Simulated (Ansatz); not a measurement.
Relaxed candidate structures of TaO$_{2}$:

A. R-3m, hexagonal axes (No. 166), hR3; a = b = 3.008 Å, c = 13.601 Å, α = β = 90.00°, γ = 120.00°; O 6c (0.000, 0.000, 0.248); Ta 3b (0.000, 0.000, 0.500)

B. P6₃/mmc (No. 194), hP6; a = b = 2.993 Å, c = 10.094 Å, α = β = 90.00°, γ = 120.00°; O 4f (0.333, 0.667, 0.111); Ta 2a (0.000, 0.000, 0.000)

Question: Put the candidates in order of energy per atom, lowest first, for PBEsol-D3(BJ) (plane waves to 420 eV, PAW, scalar-relativistic; Ansatz, a first-principles code).

Answer: A (reference), B (+0.03 eV/atom)

Each run could gain symmetry but not lose that of its start, so entries can be saddle points. All of these are generated cells (placed on structure types, drawn at random, substituted or restacked) that were not matched to a known phase here. The real structure of this composition may not be among these, and whether this composition forms is not checked here. Energies are at zero temperature and pressure, without zero-point motion. No spin polarisation in the result. The d or f electrons are treated with no Hubbard U.
